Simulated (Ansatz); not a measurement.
**Profile along the Al–N line in AlN (wurtzite)**

AlN (wurtzite)

```cif
data_Al2N2
_chemical_formula_sum 'Al2 N2'
_space_group_name_H-M_alt 'P 1'
_space_group_IT_number 1
_cell_length_a 3.11382
_cell_length_b 3.11382
_cell_length_c 4.98358
_cell_angle_alpha 90.000
_cell_angle_beta 90.000
_cell_angle_gamma 120.000
loop_
_space_group_symop_operation_xyz
  'x, y, z'
loop_
_atom_site_label
_atom_site_type_symbol
_atom_site_fract_x
_atom_site_fract_y
_atom_site_fract_z
_atom_site_occupancy
Al1 Al 0.33333 0.66667 0.99641 1
Al2 Al 0.66667 0.33333 0.49641 1
N1 N 0.33333 0.66667 0.37839 1
N2 N 0.66667 0.33333 0.87839 1
```

Fields along a shortest Al–N line of a (1 -1 0 0) plane (1.90 Å), from Al to N, interpolated on the slice's grid (step about 0.2 Å). These are PBEsol (plane waves to 420 eV, PAW, scalar-relativistic; Ansatz, a quantum-chemistry and plane-wave program) values and carry that method's errors. k mesh 12×12×7. Near the nuclei the fields are pseudised (PAW); where an atom keeps semicore shells as valence, they peak there. AlN was relaxed with its symmetry unable to fall.

```
distance from Al (Å)  valence electron density (e/Å³)  electron localisation function
--------------------  -------------------------------  ------------------------------
0.00                                             0.06                               x
0.10                                             0.06                               x
0.19                                             0.06                               x
0.29                                             0.07                               x
0.38                                             0.08                               x
0.47                                             0.12                            0.04
0.57                                             0.19                            0.25
0.67                                             0.28                            0.52
0.76                                             0.39                            0.73
0.85                                             0.52                            0.85
0.95                                             0.67                            0.88
1.04                                             0.85                            0.88
1.14                                             1.11                            0.88
1.23                                             1.47                            0.87
1.33                                             1.97                            0.84
1.42                                             2.57                            0.76
1.52                                             3.16                               x
1.61                                             3.53                               x
1.71                                             3.63                               x
1.80                                             3.58                               x
1.90                                             3.52                               x
```

x: too close to a nucleus for the ELF to mean much.

Density on the Al–N line (1.90 Å) at its midpoint: 0.67 e/Å³. ELF at that point: 0.9. ELF maximum in the middle third of the Al–N line: 0.88, 1.1 Å from Al.
